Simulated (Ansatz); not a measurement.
Task: Each is relaxed and computed with plane-wave PAW LDA (Ansatz code). Which is the only one with a gap?
A) TaGe2, P6/mmm (Ta on 1a, Ge on 2d)
B) TaP, P-6m2 (Ta on 1e, P on 1b)
C) Ta3N5, Cmcm (Pearson symbol oS32)
D) TaSi2, P6_422 (Ta on 3c, Si on 6i)

Result: C, Ta3N5, Cmcm (Pearson symbol oS32). Ta3N5: gap 1.09 eV (indirect); TaP: metal; TaSi2: metal; TaGe2: metal. Constructed cells (a structure type filled with these elements, in neither database checked): TaGe2, P6/mmm (Ta on 1a, Ge on 2d). Standing as an ambient phase not checked: Ta3N5, Cmcm (Pearson symbol oS32); TaP, P-6m2 (Ta on 1e, P on 1b); TaSi2, P6_422 (Ta on 3c, Si on 6i). Unstable at this level: TaGe2, P6/mmm (Ta on 1a, Ge on 2d). All cells were relaxed under the symmetry of their starts (and spin orders); stability against distortions was not tested throughout. Rows with no word on spin ran without spin polarisation. Spin–orbit coupling is left out wherever it is not named.

Potentials: the later of the program's two PAW sets.
